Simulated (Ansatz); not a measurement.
ScPt₃, in the lowest among the structures calculated here: Pm-3m (No. 221), cP4, Cu3Au type; a = b = c = 3.9520 Å, α = β = γ = 90.00°; Sc 1a (0.000, 0.000, 0.000); Pt 3c (0.000, 0.500, 0.500). These are PBEsol (plane waves to 420 eV, PAW, scalar-relativistic; Ansatz, a first-principles code) values and carry that method's errors. Element references, the lowest calculated here: Pt (Fm-3m), Sc (P6₃/mmc).

Question: Give the formation energy of this Pm-3m form of ScPt3 from the elements at the level PBEsol.

Answer: -1.06 eV/atom.

Question: Is it stable against the other phases calculated?

Answer: Yes: the most favourable decomposition, ScPt3 → 2 Pt + ScPt (ScPt Pm-3m, Pt Fm-3m), costs 0.46 eV/atom.

Question: Over what range of chemical potentials is ScPt3 stable among the phases calculated here? Give the corners of its window as Δμ = μ − μ(element).

Answer: 
```tsv
in equilibrium with	Δμ(Pt) (eV)	Δμ(Sc) (eV)
Pt	0.0	-4.3
ScPt	-0.9	-1.5
```

At every corner Σ nΔμ equals the formation energy, about -4.3 eV per formula unit; the corners carry the error of several atoms' energies, a few 0.01 eV.

This is the hull of the energies calculated here, no anion corrections; phases that were not calculated are missing from it. Values are rounded to 0.01 eV/atom. Spin-orbit coupling is missing from these energies, which matters for elements this heavy. The compounds carry no spin polarisation.
